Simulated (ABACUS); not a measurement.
**Trading accuracy for time on Sn₂PbSe₃ (P-3m1, 6 atoms in the cell; from Materials Project mp-1219016, lattice scaled a little)**

```
CELL_PARAMETERS angstrom
      4.25217     0.00000     0.00000
     -2.12608     3.68248     0.00000
      0.00000     0.00000    10.41898
ATOMIC_POSITIONS crystal
  Sn 0.33333 0.66667 0.66381
  Sn 0.66667 0.33333 0.33619
  Pb 0.00000 0.00000 0.00000
  Se 0.33333 0.66667 0.17324
  Se 0.66667 0.33333 0.82676
  Se 0.00000 0.00000 0.50000
```

Base run: LDA (PW92), numerical atomic orbitals TZP (confined pseudo-atomic orbitals; energy shift 0.01 Ry), PseudoDojo 0.4 standard norm-conserving LDA (tails mended) pseudopotentials in ABACUS. Its settings: basis = TZP numerical atomic orbitals, energy shift 0.01 Ry; KPT = Gamma 8 8 3 0 0 0; basis_type = lcao; dft_functional = PWLDA; ecutwfc = 100 Ry; smearing_method = gaussian; smearing_sigma = 0.00367493 Ry; potentials = PseudoDojo 0.4 standard norm-conserving LDA (tails mended); symmetry = 1; ks_solver = genelpa; scf_nmax = 100; scf_thr = 1.0e-07; mixing_type = broyden; mixing_beta = 0.7.

Spin-orbit coupling is left out, which matters for bands and gaps with elements this heavy. The atom-centred basis is finite, which shifts total energies against plane waves. Forces and stress are left out: the polarisation orbitals used for some of these elements are too diffuse to give them reliably, and gaps can carry the same lack. The structure comes from a collection of computed structures, made at another level of theory; the collection holds predicted forms beside known ones. Its lattice was then scaled.

Runs, by their change from the base:
- A: ecutwfc: 100 Ry → 20 Ry
- B: ecutwfc: 100 Ry → 30 Ry
- C: ecutwfc: 100 Ry → 40 Ry
- D: ecutwfc: 100 Ry → 50 Ry
- E: ecutwfc: 100 Ry → 60 Ry
- F: ecutwfc: 100 Ry → 70 Ry
- G: ecutwfc: 100 Ry → 80 Ry
- H: ecutwfc: 100 Ry → 90 Ry
- I: base settings
- J: ecutwfc: 100 Ry → 115 Ry
- K: ecutwfc: 100 Ry → 130 Ry
- L: ecutwfc: 100 Ry → 150 Ry
- M: ecutwfc: 100 Ry → 175 Ry
- N: ecutwfc: 100 Ry → 200 Ry

Problem. Which is the coarsest run whose energy per atom lies within 2 meV/atom of run N, with all finer runs doing so too?

Solution. Run D, at roughly 20 % of the time; its energy is off by 0.13 meV/atom.

Differences from run N, taken as the yardstick (the most refined here, and need not be converged itself); core times are rough figures from one shared machine:

| run | core time (% of N) | Δ energy (meV/atom) |
|---|---|---|
| A | 7 | 177.9 |
| B | 10 | 122.5 |
| C | 10 | 6.9 |
| D | 20 | 0.1 |
| E | 20 | 0.0 |
| F | 30 | 0.0 |
| G | 30 | 0.1 |
| H | 30 | 0.0 |
| I | 40 | 0.0 |
| J | 50 | 0.0 |
| K | 60 | 0.1 |
| L | 70 | 0.0 |
| M | 90 | 0.0 |
| N | 100 | 0.0 |

The atomic orbitals were generated for these runs; they are not ABACUS's published sets and were checked against plane waves on a few crystals only.

“Tails mended”: in these copies of the files the far tail of each local potential was reset to the Coulomb form.
